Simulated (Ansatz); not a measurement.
All numbers below come from DFT PBE, scalar-relativistic, plane waves, PAW in Ansatz. Settings: cutoff 420 eV, Γ-centred meshes spaced at most about 0.3 Å⁻¹ (2π included), Gaussian smearing. No spin polarisation in the final relaxations.

These are static total energies at zero pressure. All come from trial cells, and lower structures may exist.

**Question.** Which of these relaxed structures of GaB3As4 is the lowest in energy?
1.

Space group P-43m (No. 215). a = 5.056 Å, b = 5.056 Å, c = 5.056 Å, α = 90.00°, β = 90.00°, γ = 90.00°
| atom | site | symmetry | x | y | z |
| --- | --- | --- | --- | --- | --- |
| Ga | 1b | -43m | 0.5000 | 0.5000 | 0.5000 |
| B | 3d | -42.m | 0.5000 | 0.0000 | 0.0000 |
| As | 4e | .3m | 0.7664 | 0.2336 | 0.7664 |

2.

Space group I-42m (No. 121). a = 5.053 Å, b = 5.053 Å, c = 10.037 Å, α = 90.00°, β = 90.00°, γ = 90.00°
```csv
atom,site,symmetry,x,y,z
Ga,2b,-42m,0.5000,0.5000,0.0000
B,2a,-42m,0.0000,0.0000,0.0000
B,4d,-4..,0.5000,0.0000,0.2500
As,8i,..m,0.2746,0.2746,0.3665
```

**Answer.** 2. It has Ga and B ordered on zinc blende sites, space group I-42m (No. 121); the next, 1, with Ga and B ordered on zinc blende sites, space group P-43m (No. 215), lies 51 meV/atom higher. Counting As atoms around B and Ga (those within 1.25 times the shortest such distance or 1.15 times the sum of covalent radii), the lowest and the next both have Ga 4, B 4.

Cells relaxed within their symmetry can be saddle points. Some structure types and database cells were kept out of the candidates from the start, so a known form may be missing.
